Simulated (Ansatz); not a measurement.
Input file for Ansatz (a first-principles code):

Ansatz 0.2 input:
```yaml
crystal:
  lattice:
    - [4.2946775277, 0.0, 0.0]
    - [-2.1473387639, 3.7192998401, 0.0]
    - [0.0, 0.0, 7.048268206]
  atoms:
    - { symbol: Ge, position: [0.3333333333, 0.6666666667, 0.2727981181] }
    - { symbol: Ge, position: [0.6666666667, 0.3333333333, 0.7272018819] }
    - { symbol: Al, position: [0.3333333333, 0.6666666667, 0.6357600122] }
    - { symbol: Al, position: [0.6666666667, 0.3333333333, 0.3642399878] }
    - { symbol: La, position: [0.0, 0.0, 0.0] }
kpoints:
  mp_grid: { grid: [11, 11, 6] }
hamiltonian:
  xc: r2scan
  pseudopotentials: { kind: paw }
scf:
  occupations: { method: gaussian, width: 0.05 }
checkpoint: { read: metal.run }
output: { bader: true, populations: true }
```

Output (shortened):

```
La: projections on atomic orbitals take those of the free atom [Kr 4d10] 4f0 5s2 5p6 5d1 6s2, of charge +0.00 (hamiltonian.pseudopotentials.projection_atoms) …
Pseudopotentials: kind: paw
Pseudopotential: Ge, paw, valence charge 14
Pseudopotential: Al, paw, valence charge 3
Pseudopotential: La, paw, valence charge 11
Functional definition: r2SCAN
Crystal: 5 atoms, lattice volume = 112.583 Å³
Basis set: ecut = 500 eV, 2863 PW (Γ), exchange–correlation on 128×128×216 points (64 copies of the dense FFT grid, shifted against one another)
Bands: 33, of which v1, the nominal top of the filled ones, is band 23 counted from 1 (22 counted from 0)
Symmetry: 12 space group operations
Space group: P-3m1 (ITA 164), of the structure as read, at distance tolerance 4.8e-5 Å
k-points: 84 of 726
PAW frozen core: Ge, regenerated for the run's functional
PAW frozen core: Al, regenerated for the run's functional
PAW frozen core: La, regenerated for the run's functional
Initial density: read from a saved state, or passed on in memory by an earlier SCF of this step, an earlier step, the calling program or the single point that …
Stability of the state it starts from, as read at its close in the unpolarized treatment …
Initial wavefunctions: pseudopotential atomic-orbital guess
Eigensolver: davidson
Functional: x = r2scan, c = r2scan; τ floored in thin density (d = 2e-4 eV/Å³)
iter 1 solved again at ethr=1.97e-7 eV; its pass at ethr=3.10e-3 eV (dr2=8.86e-5 eV) is discarded
SCF iter   1: F=—  HF=-15954.062420 eV  |F-HF|=—  |Δ(HF+E_count)|=         —  Δρ=2.33e-7  dr2=2.59e-11  dr2_τ=5.72e-12  ethr=1.97e-7  ⟨swp⟩=3.0  Hψ=19480  notcnv=0
all-band conjugate gradients solve this SCF's bands
preconditioner: auto → Kerker (q_TF=auto, 2.342 Å⁻¹)
SCF iter   2: F=-15954.062420 eV  HF=-15954.062420 eV  |F-HF|=2.00e-11  |Δ(HF+E_count)|=   4.08e-9  Δρ=1.44e-7  dr2=2.11e-11  dr2_τ=3.18e-12  ethr=1.00e-12  ⟨swp⟩=6.3  Hψ=11227  notcnv=0
SCF 1 converged in 2 iterations: F = -15954.062420 eV  dr2 = 2.11e-11
SCF converged after 2 iterations
Free energy (F): -15954.062420 eV
Harris-Foulkes:  -15954.062420 eV  (|F-HF|=2.00e-11)
Internal energy: -15954.060504 eV  (E = F + TS)
E sigma→0 (E₀):  -15954.061462 eV
Entropy (-TS):   -0.001915 eV (-0.383 meV/atom)
Fermi energy:    9.730764 eV
--- Per-component energies (eV) ---
  E_band       = -319.477593
  E_kinetic    = 461.324491
  E_local      = -5593.138143  (includes V_loc(G=0)·N_el)
  E_nonlocal   = 952.879426
  E_hartree    = 2460.804527
  E_xc         = -344.984273
  E_vxc        = -359.727401  (∫ρ·V_xc dr)
  E_paw        = -10451.694872  (= ΣΔE_a)
  E_vpaw       = -720.584555  (= ΣTr[D̂ρ^β])
  E_aug_tail   = 0.000035  (compensation charges beyond the density's cutoff)
  E_vtau       = 18.159771  (kinetic-family band-sum trace: ∫τ·v_τ [+ j·A + Jᵃ·Aᵃ] dr)
  E_ewald      = -3437.028460
  E_core_change = -2.223235  (= ΣΔE_core)
  E_smearing   = -0.001915  (= −TS)
  E_closure    = 0.000000  (closes the sum)
  Σ components = -15954.062420   (vs F -15954.062420, Δ=0.00e0)
  [band-id]    e_kinetic+e_local+e_nonlocal+2·e_hartree+e_vxc+e_vpaw+e_augmentation_tail+e_vtau = -319.477321   (vs E_band -319.477593, Δ=2.71e-4)
--- Band table (eV; the first three rows and the last of 84) ---
  k-point 0: bands = ["-24.5632", "-15.2463", "-15.2463", "-15.2456", "-15.2456", "-15.2264", "-15.2262", "-15.2140", "-15.2140", "-15.2124", "-15.2124", "-8.0670", "-7.7189", "-7.7189", "-2.1297", "0.2860", "4.2131", "7.2089", "7.2089", "8.8134", "8.9895", "8.9895", "9.5015", "10.1559", "10.7285", "10.7285", "11.3052", "11.3052", "11.3598", "11.3598", "11.3673", "11.4942", "11.9087"]
  k-point 1: bands = ["-24.5632", "-15.2471", "-15.2471", "-15.2449", "-15.2449", "-15.2264", "-15.2261", "-15.2139", "-15.2139", "-15.2124", "-15.2124", "-8.0700", "-7.7189", "-7.7189", "-2.0473", "0.0957", "4.5038", "7.2797", "7.2797", "8.5564", "8.7578", "8.7578", "9.0744", "10.3783", "10.6616", "10.6616", "11.3286", "11.3286", "11.4261", "11.5491", "11.5491", "11.7913", "11.9087"]
  k-point 2: bands = ["-24.5631", "-15.2478", "-15.2478", "-15.2442", "-15.2442", "-15.2265", "-15.2260", "-15.2137", "-15.2137", "-15.2127", "-15.2127", "-8.0761", "-7.7189", "-7.7189", "-1.8422", "-0.2955", "5.2025", "7.4852", "7.4852", "7.5930", "8.3079", "8.3079", "9.0875", "10.2777", "10.4921", "10.4921", "11.4747", "11.4747", "11.6146", "11.6852", "11.6852", "11.9087", "12.2053"]
  k-point 83: bands = ["-24.5304", "-15.2466", "-15.2447", "-15.2447", "-15.2398", "-15.2238", "-15.2236", "-15.2152", "-15.2141", "-15.2138", "-15.2108", "-8.0602", "-7.9721", "-7.9028", "-0.1342", "0.2463", "3.6915", "3.8516", "5.2717", "6.3258", "6.8467", "7.3101", "10.1329", "10.5111", "11.3780", "11.4437", "11.6458", "11.6679", "11.8020", "11.9388", "11.9673", "12.8779", "13.1234"]
  band table: 33 of 33 bands, residual norms ≤ 1.0e-3 eV
--- Löwdin populations: 5 sites ---
  site symbol       q [e]
     0     Ge     14.4794
     1     Ge     14.4794
     2     Al      2.6568
     3     Al      2.6568
     4     La     10.5964
  spilling = 0.002916 (of n_electrons = 45.000000)
--- Bader charges: 5 sites ---
  site symbol  charge [e]  shift [e]
     0     Ge     -2.3798     0.0030
     1     Ge     -2.3797     0.0030
     2     Al      1.6500     0.0030
     3     Al      1.6500     0.0030
     4     La      1.4595     0.0000
  shift: an alarm, by how much a part of what the PAW files miss would move the charge. Where it is large, compare
  with a run on PAW files of another source; a small one proves nothing
  estimated error of the sums over rays = 8.8e-4 e
```

Cost: very roughly 100 core-seconds on shared cores.

The workflow started from an entry of the Crystallography Open Database (COD). Its standing as an ambient phase is unchecked. The cell was relaxed with r²SCAN under the symmetry of its start; its stability against distortions is not shown here. Spin–orbit coupling is left out wherever it is not named.

Potentials: the later of the program's two PAW sets.

Ansatz is a plane-wave DFT program.
